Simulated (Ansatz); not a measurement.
This run works on a generated trial structure, not on a known crystal.

Input and command of a plane-wave DFT calculation in Ansatz:

```yaml
crystal:
  lattice:
    - [4.83289754, 0.0, 0.0]
    - [0.0, 4.83289754, 0.0]
    - [0.0, 0.0, 4.83289754]
  atoms:
    - { symbol: Mn, position: [0.5, 0.5, 0.5], spin: 4.0 }
    - { symbol: Mn, position: [0.0, 0.0, 0.0], spin: 4.0 }
    - { symbol: Si, position: [0.84939793, 0.5, 0.5] }
    - { symbol: Si, position: [0.15060207, 0.5, 0.5] }
    - { symbol: Si, position: [0.5, 0.84939793, 0.5] }
    - { symbol: Si, position: [0.5, 0.15060207, 0.5] }
    - { symbol: Si, position: [0.5, 0.5, 0.84939793] }
    - { symbol: Si, position: [0.5, 0.5, 0.15060207] }
basis:
  ecutwfc: 420
kpoints:
  mp_grid: { grid: [4, 4, 4] }
hamiltonian:
  xc: pbe
scf:
  occupations: { method: gaussian, width: 0.2 }
  lower_state_search: "off"
output:
  forces: true
  stress: true
  eigenvalues: true
  populations: true
magnetization:
  spin_polarized: true
relax:
  adjacent_minimum: "off"
  f_tol: 0.08
  max_steps: 16
  cell: { stress_tol: 0.8 }
```

```bash
ansatz run input.yaml --threads 1 --pin off --max-ram 2560MiB --backend cpu --events-out ev --progress --plain --runs-dir out
```

Processor: Intel(R) Xeon(R) Platinum 8259CL CPU @ 2.50GHz (Skylake/Cascade Lake), 1 thread, on a host shared with other jobs.

How long does it run, and how much memory does it take?

About 3.1 min, peak memory 0.62 GiB. It solves 39 bands at 10 k points (after reduction by symmetry) with about 5257 plane waves (on the last cell), in 168 SCF iterations over 13 ionic steps.
